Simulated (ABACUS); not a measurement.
Set-up for a self-consistent single point of ZnS (F-43m, 8 atoms in the cell; from Materials Project mp-10695, changed as shown).

```
CELL_PARAMETERS angstrom
      5.27962     0.00000     0.00000
      0.00000     5.27962     0.00000
      0.00000     0.00000     5.27962
ATOMIC_POSITIONS crystal
  Zn 0.00000 0.00000 0.00000
  Zn 0.00000 0.50000 0.50000
  Zn 0.50000 0.00000 0.50000
  Zn 0.50000 0.50000 0.00000
  S  0.25000 0.25000 0.75000
  S  0.25000 0.75000 0.25000
  S  0.75000 0.25000 0.25000
  S  0.75000 0.75000 0.75000
```

Computed with PBE, PseudoDojo 0.5 standard norm-conserving PBE (tails mended) pseudopotentials (plane waves; ABACUS).

ABACUS settings:

- KPT: Gamma 6 6 6 0 0 0
- basis_type: pw
- dft_functional: PBE
- ecutwfc: 84 Ry
- smearing_method: fixed
- potentials: PseudoDojo 0.5 standard norm-conserving PBE (tails mended)
- symmetry: 1
- ks_solver: dav_subspace
- scf_nmax: 100
- scf_thr: 1.0e-09 Ry
- mixing_type: broyden
- mixing_beta: 0.7

Results:

Number of valence electrons: 104
Number of bands: 63
Number of k-points after the program's reduction: 20
Number of plane waves (most at a k-point): 12965
Number of SCF iterations: 9
FFT grid: 60 × 60 × 60
Free energy E − TS: -23957.2605 eV
Top of the valence band (on the code's own zero): 8.36 eV
Gap on the k-point mesh: 2.42 eV
Pressure: 7.79 GPa

Stress (GPa, positive for compression):
```
7.79  0.00  0.00
0.00  7.79  0.00
0.00  0.00  7.79
```

Gaps are taken between levels on the mesh.

For comparison: a first run was changed to give this one (lattice scaled by 0.98), and from it to this one the free energy goes up by 35.2 meV/atom, the pressure goes from 2.30 to 7.79 GPa and the gap on the mesh goes from 2.153 to 2.421 eV.

The structure comes from a collection of computed structures, made at another level of theory; the collection holds predicted forms beside known ones.

Cost on one core: roughly 3 core-minutes.

“Tails mended”: in these copies of the files the far tail of each local potential was reset to the Coulomb form.
